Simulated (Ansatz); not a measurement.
WS$_{2}$:
```cif
data_S4W2
_chemical_formula_sum 'S4 W2'
_space_group_name_H-M_alt 'P 1'
_space_group_IT_number 1
_cell_length_a 6.70689
_cell_length_b 6.70689
_cell_length_c 5.67779
_cell_angle_alpha 68.165
_cell_angle_beta 111.835
_cell_angle_gamma 152.520
loop_
_space_group_symop_operation_xyz
  'x, y, z'
loop_
_atom_site_label
_atom_site_type_symbol
_atom_site_fract_x
_atom_site_fract_y
_atom_site_fract_z
_atom_site_occupancy
S1 S 0.85827 0.14173 0.17583 1
S2 S 0.39304 0.60696 0.70905 1
S3 S 0.60696 0.39304 0.29095 1
S4 S 0.14173 0.85827 0.82417 1
W1 W 0.24374 0.75626 0.29530 1
W2 W 0.75626 0.24374 0.70470 1
```

Relaxed with PBEsol.

Which orbitals make up the states near the Fermi level in DFT-PBEsol in the program Ansatz with PAW potentials?

Within 0.5 eV of the Fermi level: W 5d 48 %, S 3p 48 %. Projections are on Löwdin-orthogonalised atomic valence shells; empty p or d shells of many metals are not among them.

Tabulate the density of states.

States/eV per cell of 6 atoms, in 0.25 eV bins, energy from the Fermi level.

```csv
E (eV),total,S 3p,W 5d,S 3s
-7.85,0.00,0.00,0.00,0.00
-7.60,0.00,0.00,0.00,0.00
-7.35,0.00,0.00,0.00,0.00
-7.10,0.01,0.01,0.00,0.00
-6.85,1.57,0.89,0.43,0.04
-6.60,2.01,1.15,0.55,0.07
-6.35,2.76,1.57,0.77,0.12
-6.10,4.03,2.31,1.18,0.17
-5.85,3.52,2.01,1.11,0.16
-5.60,4.37,2.67,1.33,0.16
-5.35,4.25,2.76,1.15,0.15
-5.10,3.18,2.03,0.87,0.13
-4.85,3.92,2.49,1.07,0.19
-4.60,4.92,3.01,1.36,0.30
-4.35,4.72,2.80,1.42,0.29
-4.10,5.34,3.26,1.66,0.24
-3.85,7.74,4.67,2.60,0.26
-3.60,5.08,3.05,1.70,0.18
-3.35,4.18,2.47,1.50,0.10
-3.10,4.57,3.03,1.31,0.10
-2.85,5.10,3.54,1.29,0.12
-2.60,4.66,3.29,1.09,0.13
-2.35,4.03,2.92,0.89,0.10
-2.10,4.37,3.18,0.96,0.08
-1.85,3.30,2.33,0.81,0.06
-1.60,3.44,2.23,1.07,0.05
-1.35,5.05,2.79,2.03,0.08
-1.10,5.44,2.62,2.56,0.09
-0.85,4.07,1.84,2.03,0.07
-0.60,2.92,1.38,1.41,0.05
-0.35,2.07,0.95,1.04,0.04
-0.10,1.55,0.69,0.80,0.02
0.15,1.94,1.08,0.79,0.02
0.40,1.29,0.54,0.68,0.01
0.65,1.25,0.44,0.75,0.01
0.90,1.54,0.48,0.98,0.01
1.15,1.54,0.50,0.97,0.01
1.40,1.51,0.45,0.99,0.01
1.65,1.39,0.35,0.97,0.01
1.90,1.42,0.28,1.06,0.01
2.15,2.05,0.38,1.53,0.01
2.40,4.55,0.97,3.25,0.05
2.65,5.16,1.33,3.38,0.10
2.90,6.58,1.83,4.18,0.15
3.15,6.45,1.90,3.79,0.21
3.40,3.54,1.07,1.98,0.11
3.65,3.87,1.37,1.88,0.14
3.90,4.00,1.55,1.84,0.13
4.15,4.15,1.71,1.86,0.12
4.40,3.16,1.28,1.37,0.11
4.65,3.06,1.18,1.28,0.13
```

Space group C2/m. The start of the workflow was typed in or built on a structure type; neither database checked (COD, Materials Project) lists it. It is not the phase usual at ambient conditions (space group No. 194). The cell was relaxed with PBEsol under the symmetry of its start; whether a distortion lowers the energy is not shown. The workflow began spin-polarised and lost its moments. A crystal of weakly bound layers computed without a dispersion correction: the cell and the soft elastic constants depend strongly on that. Spin–orbit coupling is left out wherever it is not named.

Potentials: the later of the program's two PAW sets.
